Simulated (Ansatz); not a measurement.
Given:

C:
Space group Imma (No. 74); a = 4.8756 Å, b = 7.8115 Å, c = 3.2153 Å, α = 90.00°, β = 90.00°, γ = 90.00°

```tsv
atom	site	symmetry	x	y	z
C	8g	.2.	0.2500	0.6616	0.2500
C	8h	m..	0.0000	0.5732	0.1244
```
(The calculation used a cell of 8 atoms; values per cell refer to that cell.)

This is the PBEsol-relaxed structure.

All from PBEsol in the plane-wave PAW code Ansatz, unless another level is named. Estimate the highest zone-centre frequency.

1464 cm⁻¹.

Give the bulk modulus (Birch–Murnaghan fit).

136 GPa.

The start of the workflow was typed in or built on a structure type; neither database checked (COD, Materials Project) lists it. It is not the phase usual at ambient conditions (space group No. 194, 227). The PBEsol relaxation kept the symmetry of its start; its stability against distortions is not shown here. As this level gives no gap, phonon frequencies hold no LO–TO term and depend on the k-mesh and smearing (Fermi–Dirac, 0.1 eV here).

Potentials: the earlier of the program's two PAW sets. The files were generated under PBE; for other functionals the program regenerates the frozen cores, and for LDA and PBEsol the local potential too.
